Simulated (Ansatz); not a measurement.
AlP (zinc blende, space group No. 216), DFT-LDA in the program Ansatz with PAW potentials. The conduction-band minimum lies at X, with 3 equivalent valleys. Second derivatives d²E/dk² of the lowest band at one valley (eV·Å²), along Cartesian directions:

```csv
direction,d²E/dk²
[100],9.862
[010],31.57
[001],31.57
[110],20.72
[101],20.72
[011],31.49
```

Question: Find the principal effective masses, the density-of-states mass and the conductivity mass.

Answer: Off-diagonal terms follow from H_xy = H[110] − (H_xx + H_yy)/2, and m*/mₑ = 7.620 eV·Å² over each eigenvalue: 0.24, 0.24, 0.77. One valley's DOS mass (m₁m₂m₃)^(1/3) = 0.36, conductivity mass 3/(Σ 1/mᵢ) = 0.31 mₑ.

Question: What effective density of states Nc follows at 300 K for parabolic valleys?

Answer: Nc = 2.509e19 × 3 × (0.36)^(3/2) ≈ 1.6e19 cm⁻³.

Question: With the computed static dielectric constant 10.5 (mean of the diagonal), estimate a hydrogenic donor's binding energy and radius.

Answer: E = 13.606 eV × 0.31/10.5² ≈ 38 meV; a = 0.529 Å × ε/m* ≈ 18 Å. Semilocal masses tend to be too small where the gap is.

Question: With ε∞ = 8.33 and ω_LO = 494 cm⁻¹, what Fröhlich coupling constant follows?

Answer: α = (1/ε∞ − 1/ε0) √(m* × 13.606 eV/ħω_LO) = 0.21.

Space group F-43m (zinc blende). The LDA relaxation kept the symmetry of its start; phonons on a q-mesh show no instability.

Potentials: the later of the program's two PAW sets.
